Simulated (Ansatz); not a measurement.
**LiCdSbS4 in Ansatz, relaxation**

Launch command:

```bash
ansatz run input.yaml --threads 2 --pin off --max-ram 3584MiB --backend cpu --events-out ev --progress --plain --runs-dir out
```

Input:

```yaml
crystal:
  lattice:
    - [-10.202087, 0.0, 0.0]
    - [0.0, -5.038038, 3.160166]
    - [0.0, 5.038038, 3.160166]
  atoms:
    - { symbol: Li, position: [0.0, 0.0, 0.0] }
    - { symbol: Li, position: [0.5, 0.0, 0.0] }
    - { symbol: Cd, position: [0.25, 0.61211, 0.27383] }
    - { symbol: Cd, position: [0.75, 0.27383, 0.61211] }
    - { symbol: Sb, position: [0.25, 0.2701, 0.7057] }
    - { symbol: Sb, position: [0.75, 0.7057, 0.2701] }
    - { symbol: S, position: [0.5834, 0.9133, 0.4641] }
    - { symbol: S, position: [0.4166, 0.4641, 0.9133] }
    - { symbol: S, position: [0.9166, 0.9133, 0.4641] }
    - { symbol: S, position: [0.0834, 0.4641, 0.9133] }
    - { symbol: S, position: [0.25, 0.9147, 0.7091] }
    - { symbol: S, position: [0.75, 0.7091, 0.9147] }
    - { symbol: S, position: [0.25, 0.1958, 0.3282] }
    - { symbol: S, position: [0.75, 0.3282, 0.1958] }
  symmetry: { tolerance: 0.0003 }
kpoints:
  mp_grid: { grid: [3, 5, 5], shift: [0, 0, 0] }
magnetization:
  spin_polarized: false
scf:
  occupations: { method: fermi_dirac }
  lower_state_search: "off"
hamiltonian:
  pseudopotentials: { kind: paw }
  xc: pbe
basis:
  ecutwfc: 420
  fft_grid_basis: typed
relax:
  max_steps: 60
output:
  forces: true
  stress: true
  eigenvalues: true
  populations: true
  elf: true
  write_potential: true
  volumetric_format: npy
  dos:
    e_range: [-12, 8]
    de: 0.05
    projected: { site_lists: { Cd: [Cd], Li: [Li], S: [S], Sb: [Sb] } }
  bader: false
checkpoint:
  read: saved_state
```

Origin of the cell: a known structure type with other elements, at an estimated volume, so it need not be a known compound.

The smearing width isn't typed, so it takes its default of 0.1 eV.

The saved state is a converged single point of the same cell.

Output (shortened):

```
SCF iter   1: F=—  HF=-37104.171061 eV  Δρ=3.94e-4  dr2=7.77e-4
SCF iter   2: F=—  HF=-37104.171541 eV  Δρ=2.06e-4  dr2=2.00e-4
SCF iter   3: F=—  HF=-37104.171784 eV  Δρ=5.69e-5  dr2=2.06e-5
SCF iter   4: F=—  HF=-37104.172099 eV  Δρ=2.33e-5  dr2=2.17e-6
SCF iter   5: F=—  HF=-37104.172100 eV  Δρ=8.74e-6  dr2=3.05e-7
SCF iter   6: F=-37104.172101 eV  HF=-37104.172101 eV  Δρ=2.49e-6  dr2=3.13e-8
relax step   1: F+E_penalty+E_count = -37104.172101 eV  Δ(F+E_penalty+E_count) = +0.000e0 eV  max|allowed force component| = 5.407e0 eV/Å  Δτ_max = 0.0000 Å  (6 SCF iters, accepted)
relax step   2: F+E_penalty+E_count = -37108.825538 eV  Δ(F+E_penalty+E_count) = -4.653e0 eV  max|allowed force component| = 1.291e0 eV/Å  Δτ_max = 0.1902 Å  (5 SCF iters, dr2 threshold 1.00e-4 eV, accepted)
relax step   3: F+E_penalty+E_count = -37109.326585 eV  Δ(F+E_penalty+E_count) = -5.010e-1 eV  max|allowed force component| = 3.797e-1 eV/Å  Δτ_max = 0.1779 Å  (5 SCF iters, dr2 threshold 1.00e-4 eV, accepted)
relax step   4: F+E_penalty+E_count = -37109.394615 eV  Δ(F+E_penalty+E_count) = -6.803e-2 eV  max|allowed force component| = 1.632e-1 eV/Å  Δτ_max = 0.0978 Å  (5 SCF iters, dr2 threshold 9.01e-6 eV, accepted)
relax step   5: F+E_penalty+E_count = -37109.487010 eV  Δ(F+E_penalty+E_count) = -9.240e-2 eV  max|allowed force component| = 1.218e-1 eV/Å  Δτ_max = 0.1955 Å  (7 SCF iters, dr2 threshold 2.30e-6 eV, accepted)
relax step   6: F+E_penalty+E_count = -37109.535827 eV  Δ(F+E_penalty+E_count) = -4.882e-2 eV  max|allowed force component| = 1.118e-1 eV/Å  Δτ_max = 0.1959 Å  (7 SCF iters, dr2 threshold 2.74e-6 eV, accepted)
relax step   7: F+E_penalty+E_count = -37109.540510 eV  Δ(F+E_penalty+E_count) = -4.684e-3 eV  max|allowed force component| = 5.386e-2 eV/Å  Δτ_max = 0.0233 Å  (4 SCF iters, dr2 threshold 6.96e-6 eV, accepted)
relax step   8: F+E_penalty+E_count = -37109.541213 eV  Δ(F+E_penalty+E_count) = -7.027e-4 eV  max|allowed force component| = 1.625e-2 eV/Å  Δτ_max = 0.0221 Å  (5 SCF iters, dr2 threshold 6.74e-7 eV, accepted)
relax step   9: F+E_penalty+E_count = -37109.541285 eV  Δ(F+E_penalty+E_count) = -7.187e-5 eV  max|allowed force component| = 7.324e-3 eV/Å  Δτ_max = 0.0072 Å  (5 SCF iters, accepted)
SCF 9 converged in 5 iterations: F = -37109.541285 eV  dr2 = 5.98e-8
SCF converged after 5 iterations
Free energy (F): -37109.541285 eV
Harris-Foulkes:  -37109.541285 eV  (|F-HF|=4.78e-8)
Internal energy: -37109.541120 eV  (E = F + TS)
E sigma→0 (E₀):  -37109.541202 eV
Entropy (-TS):   -0.000165 eV (-0.012 meV/atom)
Fermi energy:    6.259211 eV
--- Per-component energies (eV) ---
  E_band       = -1719.369322
  E_kinetic    = 2320.858063
  E_local      = -14606.468555  (includes V_loc(G=0)·N_el)
  E_nonlocal   = 963.581730
  E_hartree    = 6556.056445
  E_xc         = -1427.789043
  E_vxc        = -1361.658877  (∫ρ·V_xc dr)
  E_paw        = -22169.906832  (= ΣΔE_a)
  E_vpaw       = -2147.789466  (= ΣTr[D̂ρ^β])
  E_aug_tail   = 0.000066  (compensation charges beyond the density's cutoff)
  E_ewald      = -8745.872993
  E_smearing   = -0.000165  (= −TS)
  Σ components = -37109.541285   (vs F -37109.541285, Δ=0.00e0)
--- Forces (eV/Å), atoms counted from 1 ---
  atom   1  Li     0.000000     0.000000    -0.001290
  atom   2  Li     0.000000     0.000000    -0.001290
  atom   3  Cd     0.000000     0.002043     0.007316
  atom   4  Cd     0.000000    -0.002043     0.007316
  atom   5  Sb     0.000000     0.003756     0.002419
  atom   6  Sb    -0.000000    -0.003756     0.002419
  atom   7  S      0.004140     0.000464    -0.004089
  atom   8  S     -0.004140    -0.000464    -0.004089
  atom   9  S     -0.004140     0.000464    -0.004089
  atom  10  S      0.004140    -0.000464    -0.004089
  atom  11  S      0.000000    -0.002793     0.004179
  atom  12  S      0.000000     0.002793     0.004179
  atom  13  S      0.000000     0.002958    -0.004508
  atom  14  S      0.000000    -0.002958    -0.004508
  max |Σ_I F_I| component: 1.23e-4 eV/Å
--- Stress (GPa, compression-positive) ---
        1.255009       0.000000       0.000000
        0.000000       3.565335       0.000000
        0.000000       0.000000       4.367155
  P = ⅓ Tr σ = 3.0625 GPa (30.625 kbar)
--- Relaxed structure (9 steps of the walk, 9 accepted, 0 SCFs on fresh bases) ---
  F+E_penalty+E_count = -37109.541285 eV   max|allowed force component| = 7.324e-3 eV/Å
  atoms:
    - { symbol: Li, position: [-1.958e-19, -0.096597, -0.096597] }
    - { symbol: Li, position: [0.5, -0.096597, -0.096597] }
    - { symbol: Cd, position: [0.25, 0.635225, 0.285482] }
    - { symbol: Cd, position: [0.75, 0.285482, 0.635225] }
    - { symbol: Sb, position: [0.25, 0.299920, 0.699307] }
    - { symbol: Sb, position: [0.75, 0.699307, 0.299920] }
    - { symbol: S, position: [0.567884, 0.947254, 0.518894] }
    - { symbol: S, position: [0.432116, 0.518894, 0.947254] }
    - { symbol: S, position: [0.932116, 0.947254, 0.518894] }
    - { symbol: S, position: [0.067884, 0.518894, 0.947254] }
    - { symbol: S, position: [0.25, 0.914577, 0.736918] }
    - { symbol: S, position: [0.75, 0.736918, 0.914577] }
    - { symbol: S, position: [0.25, 0.181542, 0.272269] }
    - { symbol: S, position: [0.75, 0.272269, 0.181542] }
--- Löwdin populations: 14 sites ---
  site symbol       q [e]
     0     Li      2.3556
     1     Li      2.3556
     2     Cd     18.7246
     3     Cd     18.7246
     4     Sb     13.8952
     5     Sb     13.8952
     6      S      6.6535
     7      S      6.6535
     8      S      6.6535
     9      S      6.6535
    10      S      6.6253
    11      S      6.6253
    12      S      6.6094
    13      S      6.6094
  spilling = 0.007789 (of n_electrons = 124.000000)
```

Before:

Space group Ama2 (No. 40); the run's cell has a = 10.202 Å, b = 5.947 Å, c = 5.947 Å, α = 115.80°, β = 90.00°, γ = 90.00°. Shortest distances: S–Sb 2.09 Å, Cd–S 2.43 Å, Li–S 3.00 Å, Cd–Sb 3.09 Å, S–S 3.32 Å.

After:

Space group Ama2 (No. 40); the run's cell has a = 10.202 Å, b = 5.947 Å, c = 5.947 Å, α = 115.80°, β = 90.00°, γ = 90.00°. Shortest distances: S–Sb 2.32 Å, Cd–S 2.47 Å, Li–S 2.51 Å, S–S 2.87 Å, Cd–Sb 3.17 Å.

```
Free energy lowered by  : 383.5 meV/atom
Final pressure          : 3.06 GPa
Relaxation steps listed : 9
Gap on the mesh         : 1.79 eV
```

Caveats: no spin-orbit coupling, though heavy elements are present; the SCF threshold is looser than advised for a stress; the given cell is far from equilibrium, with atoms too close or a volume far off; the relaxation held the start's symmetry, so the end may be a saddle point.

It ran for 120 s on 2 threads of Intel(R) Xeon(R) 6975P-C (Granite Rapids) (shared host), peak memory 0.83 GiB, from a saved density.
